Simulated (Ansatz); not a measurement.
All numbers below come from DFT PBE, scalar-relativistic, plane waves, PAW in Ansatz. Settings: cutoff 420 eV, Γ-centred meshes spaced at most about 0.3 Å⁻¹, and about 0.25 Å⁻¹ or finer for metals (2π included), Gaussian smearing. No spin polarisation in the final relaxations.

Temperature and zero-point effects are left out.

Two forms of Si₅Ge were relaxed alike.

A.

Space group F-43m (No. 216). a = 7.258 Å, b = 7.258 Å, c = 7.258 Å, α = 90.00°, β = 90.00°, γ = 90.00°
```
atom  site  symmetry       x       y       z
  Si    4c      -43m  0.2500  0.2500  0.2500
  Si   16e       .3m  0.8752  0.3752  0.1248
  Ge    4a      -43m  0.0000  0.0000  0.0000
```

B.

Space group P4/mmm (No. 123). a = 4.820 Å, b = 4.820 Å, c = 4.932 Å, α = 90.00°, β = 90.00°, γ = 90.00°
| atom | site | symmetry | x | y | z |
| --- | --- | --- | --- | --- | --- |
| Si | 1d | 4/mmm | 0.5000 | 0.5000 | 0.5000 |
| Si | 2g | 4mm | 0.0000 | 0.0000 | 0.2539 |
| Si | 2f | mmm. | 0.0000 | 0.5000 | 0.0000 |
| Ge | 1c | 4/mmm | 0.5000 | 0.5000 | 0.0000 |

**Question.** Which is lower in energy, and by how much?

**Answer.** A is lower, by 200 meV/atom. A has space group F-43m (No. 216), 15.9 Å³/atom and no gap on its mesh; B has space group P4/mmm (No. 123), 19.1 Å³/atom and no gap. Counting Si atoms around Ge (those within 1.25 times the shortest such distance or 1.15 times the sum of covalent radii; the shortest distance is added where it is long for a bond), A has Ge 16 from 3.0 Å and B has Ge 6. The denser one is the lower, and pressure would at first widen the difference. Even the lower one lies +0.58 eV/atom against the reference forms of the elements (uncorrected), so neither is stable at this level. Both come from invented guesses. A third cell relaxed alike, in P6/mmm, lies 88 meV/atom below the lower of the two.

Cells relaxed within their symmetry can be saddle points.
